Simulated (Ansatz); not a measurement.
SiC in space group P6_222 (No. 180; Si on 3d, C on 3c), a = 3.0849 Å, b = 3.0849 Å, c = 7.0617 Å, α = 90.00°, β = 90.00°, γ = 120.00°.

Relaxed with PBE.

Task: Which orbitals make up the states near the band edges in the program Ansatz at the PBE level (PAW)?

Result: Top 1 eV of the valence band: C 2p 77 %, Si 3p 18 %. Bottom 1 eV of the conduction band: Si 3p 47 %, C 2p 19 %, Si 3s 13 %, C 2s 10 %, outside the projected shells 12 %. Projections are on Löwdin-orthogonalised atomic valence shells; empty p or d shells of many metals are not among them.

Task: Tabulate the density of states.

Result: States/eV per cell of 6 atoms, in 0.25 eV bins, energy from the valence-band maximum.

| E (eV) | total | C 2p | Si 3p | Si 3s |
|---|---|---|---|---|
| -7.85 | 1.02 | 0.47 | 0.21 | 0.20 |
| -7.60 | 1.10 | 0.51 | 0.28 | 0.17 |
| -7.35 | 1.39 | 0.65 | 0.39 | 0.20 |
| -7.10 | 1.52 | 0.72 | 0.42 | 0.22 |
| -6.85 | 1.83 | 0.87 | 0.49 | 0.27 |
| -6.60 | 2.04 | 0.98 | 0.54 | 0.28 |
| -6.35 | 1.61 | 0.78 | 0.45 | 0.19 |
| -6.10 | 1.66 | 0.82 | 0.46 | 0.19 |
| -5.85 | 1.96 | 1.00 | 0.54 | 0.22 |
| -5.60 | 1.59 | 0.82 | 0.43 | 0.17 |
| -5.35 | 1.76 | 0.93 | 0.48 | 0.18 |
| -5.10 | 1.87 | 1.00 | 0.53 | 0.16 |
| -4.85 | 1.96 | 1.07 | 0.56 | 0.15 |
| -4.60 | 1.99 | 1.11 | 0.57 | 0.15 |
| -4.35 | 2.12 | 1.21 | 0.60 | 0.17 |
| -4.10 | 2.18 | 1.27 | 0.61 | 0.17 |
| -3.85 | 2.37 | 1.41 | 0.65 | 0.17 |
| -3.60 | 2.68 | 1.66 | 0.73 | 0.15 |
| -3.35 | 3.02 | 1.93 | 0.79 | 0.14 |
| -3.10 | 2.83 | 1.84 | 0.72 | 0.13 |
| -2.85 | 2.80 | 1.85 | 0.70 | 0.12 |
| -2.60 | 2.32 | 1.57 | 0.55 | 0.09 |
| -2.35 | 2.31 | 1.60 | 0.50 | 0.09 |
| -2.10 | 2.89 | 2.07 | 0.57 | 0.11 |
| -1.85 | 3.65 | 2.60 | 0.75 | 0.13 |
| -1.60 | 3.27 | 2.37 | 0.65 | 0.10 |
| -1.35 | 1.97 | 1.47 | 0.34 | 0.07 |
| -1.10 | 1.56 | 1.18 | 0.27 | 0.05 |
| -0.85 | 1.27 | 0.97 | 0.23 | 0.03 |
| -0.60 | 1.03 | 0.79 | 0.19 | 0.02 |
| -0.35 | 0.51 | 0.40 | 0.10 | 0.00 |
| -0.10 | 0.09 | 0.07 | 0.02 | 0.00 |
| 0.15 | 0.00 | 0.00 | 0.00 | 0.00 |
| 0.40 | 0.00 | 0.00 | 0.00 | 0.00 |
| 0.65 | 0.00 | 0.00 | 0.00 | 0.00 |
| 0.90 | 0.01 | 0.00 | 0.00 | 0.00 |
| 1.15 | 0.12 | 0.02 | 0.05 | 0.02 |
| 1.40 | 0.27 | 0.05 | 0.12 | 0.04 |
| 1.65 | 0.46 | 0.09 | 0.22 | 0.06 |
| 1.90 | 0.90 | 0.18 | 0.44 | 0.10 |
| 2.15 | 1.09 | 0.22 | 0.52 | 0.12 |
| 2.40 | 1.43 | 0.29 | 0.67 | 0.18 |
| 2.65 | 2.14 | 0.46 | 0.98 | 0.28 |
| 2.90 | 1.98 | 0.41 | 0.92 | 0.25 |
| 3.15 | 1.82 | 0.32 | 0.78 | 0.27 |
| 3.40 | 2.52 | 0.49 | 0.95 | 0.41 |
| 3.65 | 2.56 | 0.50 | 0.95 | 0.40 |
| 3.90 | 2.69 | 0.58 | 0.94 | 0.45 |
| 4.15 | 2.53 | 0.55 | 0.93 | 0.40 |
| 4.40 | 2.83 | 0.60 | 1.05 | 0.40 |
| 4.65 | 2.41 | 0.53 | 0.78 | 0.45 |
| 4.90 | 2.30 | 0.52 | 0.68 | 0.46 |
| 5.15 | 2.71 | 0.62 | 0.78 | 0.57 |
| 5.40 | 2.64 | 0.68 | 0.78 | 0.55 |
| 5.65 | 2.81 | 0.76 | 0.81 | 0.55 |

The start of the workflow was typed in or built on a structure type; neither database checked (COD, Materials Project) lists it. It is not the phase usual at ambient conditions (space group No. 186, 216). Symmetry was held in the PBE relaxation; its stability against distortions is not shown here. Its formation energy is positive at this level, so the cell may be metastable or incomplete.

Potentials: the later of the program's two PAW sets.
